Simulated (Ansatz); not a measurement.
Here is the system:

Rh (fcc, Cu type), conventional cell a = b = c = 3.830 Å, α = β = γ = 90.00°. The calculation uses the primitive cell of 1 atom, to which meshes and values per cell refer.

E(V) scan at fixed shape, V₀ the volume above. Symmetry pins the atoms to their sites.

These are PBE (plane waves to 420 eV, PAW, scalar-relativistic; Ansatz, a first-principles code) values and carry that method's errors. k mesh 21×21×21 (Γ-centred), Fermi-Dirac smearing 0.05 eV. E stands for the smeared free energy. Compression counts positive. Rh is run without spin polarisation. Rh was relaxed with its symmetry unable to fall. The PAW data are Ansatz's earlier set. The zero of ΔE is the relaxed starting cell.

The scan covers V/V₀ from 0.840 to 1.160 in 11 points.

**Question.** What is ΔE at V/V₀ = 1.160?

**Answer.** 212 meV/atom.

**Question.** What pressure does the cell carry at V/V₀ = 0.840?

**Answer.** 69.9 GPa.

**Question.** What is ΔE at V/V₀ = 0.840?

**Answer.** 412 meV/atom.

(Under strain, the slope of the energy per volume gives the stress and its curvature an elastic modulus.)
